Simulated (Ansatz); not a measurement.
# What a change of settings does: NbRu

First run: DFT, PBEsol, PAW with Ansatz's default frozen-core files, scalar-relativistic (Ansatz 0.2.0).

Command: `ansatz run input.yaml --threads 1 --pin off --max-ram 2048MiB --backend cpu --events-out ev --progress --plain --runs-dir out` It took 7 s on 1 thread of Arm Neoverse V1, with other jobs on the host, peak memory 0.35 GiB.

```yaml
crystal:
  lattice:
    - [3.184, 0.0, 0.0]
    - [0.0, 3.184, 0.0]
    - [0.0, 0.0, 3.184]
  atoms:
    - { symbol: Nb, position: [0.025, 0.025, 0.025] }
    - { symbol: Ru, position: [0.475, 0.475, 0.475] }
kpoints:
  mp_grid: { grid: [9, 9, 9] }
scf:
  occupations: { method: fermi_dirac, width: 0.05 }
hamiltonian:
  xc: pbesol
  pseudopotentials: { kind: paw }
output:
  forces: true
  stress: true
  eigenvalues: true
  populations: true
  write_density: true
  write_potential: true
  elf: true
  volumetric_format: npy
```

The cell is entry 1523398 of the Crystallography Open Database, unrelaxed.

This run: one bond, the shortest of the undistorted cell, set to 3.033 Å.

It converges in 6 SCF iterations at a pressure of -4.98 GPa, largest force 1.111 eV/Å, cutoff 420 eV.

The input is then changed:

```diff
   occupations: { method: fermi_dirac, width: 0.05 }
+  mixing: { algorithm: msr1, beta: 0.05 }
 hamiltonian:
   populations: true
-  write_density: true
-  write_potential: true
-  elf: true
-  volumetric_format: npy
```

Task: What does the second run give?

Result: It converges in 8 SCF iterations at a pressure of -4.98 GPa, largest force 1.111 eV/Å, cutoff 420 eV, free energy 0.0 meV/atom against the first run's. Results part of its log:
```
SCF 1 converged in 8 iterations: F = -10312.107621 eV  dr2 = 1.67e-8
  greatest PAW one-centre occupation: 0.999 electrons in one spin orbital (limit 2), on the Ru atom at site 1 (counted from 0), in its partial waves of l = 0
SCF converged after 8 iterations
Free energy (F): -10312.107621 eV
Harris-Foulkes:  -10312.107621 eV  (|F-HF|=1.17e-8)
Internal energy: -10312.085441 eV  (E = F + TS)
E sigma→0 (E₀):  -10312.096531 eV
Entropy (-TS):   -0.022180 eV (-11.090 meV/atom)
Fermi energy:    20.262066 eV
--- Per-component energies (eV) ---
  E_band       = -156.083178
  E_kinetic    = 909.636468
  E_local      = -2132.872929  (includes V_loc(G=0)·N_el)
  E_nonlocal   = 466.243572
  E_hartree    = 691.940287
  E_xc         = -363.905363
  E_vxc        = -451.083410  (∫ρ·V_xc dr)
  E_paw        = -6417.470138  (= ΣΔE_a)
  E_vpaw       = -331.891037  (= ΣTr[D̂ρ^β])
  E_aug_tail   = -0.000189  (compensation charges beyond the density's cutoff)
  E_ewald      = -3466.099155
  E_core_change = 0.442005  (= ΣΔE_core)
  E_smearing   = -0.022180  (= −TS)
  E_closure    = 0.000000  (closes the sum)
  Σ components = -10312.107621   (vs F -10312.107621, Δ=0.00e0)
--- Forces (eV/Å), atoms counted from 1 ---
  atom   1  Nb    -0.64128632    -0.64128632    -0.64128632
  atom   2  Ru     0.64126259     0.64126259     0.64126259
  max |Σ_I F_I| component: 2.37e-5 eV/Å
--- Stress (GPa, compression-positive) ---
       -4.977604       1.450299       1.450299
        1.450299      -4.977604       1.450299
        1.450299       1.450299      -4.977604
  P = ⅓ Tr σ = -4.9776 GPa (-49.776 kbar)
--- Band table (eV; the first three rows and the last of 85) ---
  k-point 0: bands = ["-52.6713", "-35.0105", "-22.7246", "-22.6494", "-22.6494", "-10.9346", "-10.9341", "-10.9341", "12.8369", "14.6988", "14.6988", "17.8131", "18.2271", "18.2271", "20.9962", "20.9962", "23.4114", "23.4114", "24.0761"]
  k-point 1: bands = ["-52.6705", "-35.0078", "-22.7273", "-22.6553", "-22.6478", "-10.9813", "-10.9339", "-10.9326", "13.0967", "14.8006", "14.9065", "17.8146", "18.2042", "18.2638", "20.6312", "21.0937", "23.0818", "23.1023", "23.7134"]
  k-point 2: bands = ["-52.6684", "-35.0008", "-22.7377", "-22.6663", "-22.6438", "-11.0985", "-10.9325", "-10.9289", "13.8230", "15.0937", "15.4492", "17.8207", "18.1311", "18.3794", "19.8608", "21.3112", "22.1358", "22.3366", "23.3078"]
  k-point 84: bands = ["-52.6514", "-34.9248", "-22.8070", "-22.7285", "-22.7281", "-11.2419", "-11.2344", "-11.2257", "16.5544", "16.8092", "16.8716", "17.6114", "17.6243", "17.9314", "20.1481", "20.2003", "23.4849", "23.5642", "27.0862"]
--- Löwdin populations: 2 sites ---
  site symbol       q [e]
     0     Nb     12.8814
     1     Ru     15.9617
  spilling = 0.005410 (of n_electrons = 29.000000)
```
